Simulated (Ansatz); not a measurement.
Al:
Space group P-3m1 (No. 164); a = 2.827 Å, b = 2.827 Å, c = 25.328 Å, α = 90.00°, β = 90.00°, γ = 120.00°

```tsv
atom	site	symmetry	x	y	z
Al	2d	3m.	0.6667	0.3333	0.1373
Al	2d	3m.	0.3333	0.6667	0.0460
Al	2c	3m.	0.0000	0.0000	0.2278
Al	2d	3m.	0.3333	0.6667	0.3186
Al	2d	3m.	0.6667	0.3333	0.4093
Al	1b	-3m.	0.0000	0.0000	0.5000
```

Relaxed with r²SCAN.

### Question
Which orbitals make up the states near the Fermi level in r²SCAN (plane waves, PAW; program Ansatz)?

### Answer
Within 0.5 eV of the Fermi level: Al 3p 65 %, Al 3s 29 %, outside the projected shells 6 %. Projections are on Löwdin-orthogonalised atomic valence shells; empty p or d shells of many metals are not among them.

### Question
Tabulate the density of states.

### Answer
States/eV per cell of 11 atoms, in 0.25 eV bins, energy from the Fermi level.

| E (eV) | total | Al 3p | Al 3s |
|---|---|---|---|
| -7.85 | 2.39 | 1.68 | 0.70 |
| -7.60 | 2.50 | 1.76 | 0.73 |
| -7.35 | 2.58 | 1.82 | 0.75 |
| -7.10 | 2.59 | 1.84 | 0.74 |
| -6.85 | 2.66 | 1.89 | 0.76 |
| -6.60 | 2.77 | 1.97 | 0.78 |
| -6.35 | 2.85 | 2.03 | 0.80 |
| -6.10 | 2.99 | 2.15 | 0.82 |
| -5.85 | 3.13 | 2.27 | 0.85 |
| -5.60 | 3.15 | 2.31 | 0.82 |
| -5.35 | 3.15 | 2.35 | 0.77 |
| -5.10 | 3.33 | 2.54 | 0.77 |
| -4.85 | 3.33 | 2.57 | 0.73 |
| -4.60 | 3.09 | 2.42 | 0.65 |
| -4.35 | 3.27 | 2.49 | 0.74 |
| -4.10 | 3.37 | 2.46 | 0.87 |
| -3.85 | 3.49 | 2.50 | 0.95 |
| -3.60 | 3.45 | 2.44 | 0.96 |
| -3.35 | 3.82 | 2.79 | 0.98 |
| -3.10 | 3.88 | 2.79 | 1.02 |
| -2.85 | 3.60 | 2.55 | 0.99 |
| -2.60 | 3.40 | 2.43 | 0.91 |
| -2.35 | 3.59 | 2.52 | 1.00 |
| -2.10 | 3.65 | 2.46 | 1.10 |
| -1.85 | 3.82 | 2.54 | 1.16 |
| -1.60 | 3.77 | 2.63 | 1.03 |
| -1.35 | 3.94 | 2.76 | 1.04 |
| -1.10 | 3.98 | 2.76 | 1.07 |
| -0.85 | 4.02 | 2.74 | 1.09 |
| -0.60 | 3.70 | 2.52 | 1.00 |
| -0.35 | 3.85 | 2.59 | 1.06 |
| -0.10 | 3.90 | 2.61 | 1.07 |
| 0.15 | 4.28 | 2.69 | 1.31 |
| 0.40 | 4.07 | 2.55 | 1.24 |
| 0.65 | 4.37 | 2.73 | 1.31 |
| 0.90 | 4.21 | 2.64 | 1.23 |
| 1.15 | 4.51 | 2.86 | 1.24 |
| 1.40 | 4.35 | 2.74 | 1.20 |
| 1.65 | 4.07 | 2.56 | 1.10 |
| 1.90 | 4.03 | 2.48 | 1.12 |
| 2.15 | 4.42 | 2.66 | 1.26 |
| 2.40 | 4.78 | 2.85 | 1.38 |
| 2.65 | 4.59 | 2.74 | 1.29 |
| 2.90 | 4.40 | 2.61 | 1.24 |
| 3.15 | 4.72 | 2.76 | 1.33 |
| 3.40 | 4.72 | 2.77 | 1.29 |
| 3.65 | 4.81 | 2.81 | 1.29 |
| 3.90 | 4.80 | 2.78 | 1.30 |
| 4.15 | 4.86 | 2.83 | 1.26 |
| 4.40 | 5.13 | 3.03 | 1.25 |
| 4.65 | 4.94 | 2.88 | 1.22 |

The start of the workflow was typed in or built on a structure type; neither database checked (COD, Materials Project) lists it. It is not the phase usual at ambient conditions (space group No. 225). The cell was relaxed with r²SCAN under the symmetry of its start; whether a distortion lowers the energy is not shown. Axis ratios of metals converge slowly with the k-mesh, so a and c are less sure than the volume.

Potentials: the earlier of the program's two PAW sets.
